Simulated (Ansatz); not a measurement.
Ionic part of the dielectric constant of SrO at 25 GPa, mode by mode

These are results of DFT LDA, scalar-relativistic, plane waves, PAW (Ansatz 0.2.0), not measurements. Cutoff 420 eV, 8×8×8 k-points (Γ-centred), fixed occupations. No spin polarisation. Phonons by linear response, acoustic sum rule imposed.

The structure is cubic, space group Fm-3m (No. 225). The conventional cell has a = 4.793 Å, b = 4.793 Å, c = 4.793 Å, α = 90.00°, β = 90.00°, γ = 90.00°. Sr (site symmetry m-3m) has 6 O at 2.40 Å as nearest neighbours. Around O (site symmetry m-3m) lie 6 Sr at 2.40 Å.

At this pressure the crystal is close to a known change of phase.

The primitive cell has V = 27.53 Å³ and ε∞,yy = 4.041. Each polar mode adds Δε = (4.92064×10⁷/V)·S/ν² along y, with S its oscillator strength in e²/amu, ν in cm⁻¹ and V in Å³.

Question: From these modes, find each Δε and ε0,yy.
| ν (cm⁻¹) | S_yy (e²/amu) |
| --- | --- |
| 310.4 | 0.5059 |

Answer:
| ν (cm⁻¹) | Δε |
| --- | --- |
| 310.4 | 9.38 |

The sum is 9.384, so ε0,yy = 13.43; the run's tensor has 13.43.

Question: Where do the longitudinal modes lie for a wave vector along y?

Answer: At 566 cm⁻¹. The Lyddane–Sachs–Teller product Π(ν_LO/ν_TO)² = 3.32 matches ε0/ε∞ = 3.32.

Cost: 1 run of about 0.61 core-minutes, on Arm Neoverse N1 (shared hosts).